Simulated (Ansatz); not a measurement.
The calculation used DFT, r2SCAN, plane waves (500 eV) with PAW, scalar-relativistic in Ansatz. The PAW files were generated under PBE, with cores re-solved for the functional.

An element in the hcp structure gives this curve. The cell is scaled uniformly from the relaxed one, with fractional coordinates and shape fixed. Energies are extrapolated to zero smearing, pressures are those at the given smearing. Magnetic state: spin not included.

```json
{"V (Å³/atom)": "27.430", "E − E₀ (meV/atom)": "94.7", "P (GPa)": "9.43"}
{"V (Å³/atom)": "28.677", "E − E₀ (meV/atom)": "37.8", "P (GPa)": "5.50"}
{"V (Å³/atom)": "29.924", "E − E₀ (meV/atom)": "8.1", "P (GPa)": "2.38"}
{"V (Å³/atom)": "31.171", "E − E₀ (meV/atom)": "0.0", "P (GPa)": "-0.11"}
{"V (Å³/atom)": "32.418", "E − E₀ (meV/atom)": "9.4", "P (GPa)": "-2.11"}
{"V (Å³/atom)": "33.664", "E − E₀ (meV/atom)": "32.7", "P (GPa)": "-3.70"}
{"V (Å³/atom)": "34.911", "E − E₀ (meV/atom)": "67.2", "P (GPa)": "-4.97"}
```

(1) Which element is it?
A. gadolinium
B. bismuth
C. lutetium
D. thulium

## Answers

(1) B. Its fit is V₀ = 31.08 Å³/atom, B₀ = 56 GPa, B₀′ = 4.5.
